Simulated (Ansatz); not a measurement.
Input:

SrHfO3:
```cif
data_HfO3Sr
_chemical_formula_sum 'Sr1 Hf1 O3'
_space_group_name_H-M_alt 'P 1'
_space_group_IT_number 1
_cell_length_a 4.06824
_cell_length_b 4.06824
_cell_length_c 4.06824
_cell_angle_alpha 90.000
_cell_angle_beta 90.000
_cell_angle_gamma 90.000
loop_
_space_group_symop_operation_xyz
  'x, y, z'
loop_
_atom_site_label
_atom_site_type_symbol
_atom_site_fract_x
_atom_site_fract_y
_atom_site_fract_z
_atom_site_occupancy
Sr1 Sr 0.50000 0.50000 0.50000 1
Hf1 Hf 0.00000 0.00000 0.00000 1
O1 O 0.00000 0.50000 0.00000 1
O2 O 0.50000 0.00000 0.00000 1
O3 O 0.00000 0.00000 0.50000 1
```

This is the LDA-relaxed structure.

### Question
All from LDA (plane waves, PAW; program Ansatz), unless another level is named. Estimate the Young's modulus.

### Answer
271 GPa.

### Question
And the highest zone-centre frequency (without LO–TO term)?

### Answer
614 cm⁻¹.

### Question
Give the elastic constants (relaxed ions, GPa).

### Answer
C11 = 397, C12 = 78.3, C44 = 82.9.

Space group Pm-3m (cubic perovskite). The first step of the workflow began from a Materials Project structure, measured or hypothetical; the Crystallography Open Database files this formula in space group No. 221, but the cells were not matched. Whether it is the stable phase at ambient conditions was not checked. The cell was relaxed with LDA under the symmetry of its start. At this level the phase is dynamically unstable (imaginary phonons). The run is not spin-polarised. Scalar-relativistic: spin–orbit coupling is off unless named, which matters more the heavier the elements.

Potentials: the later of the program's two PAW sets.
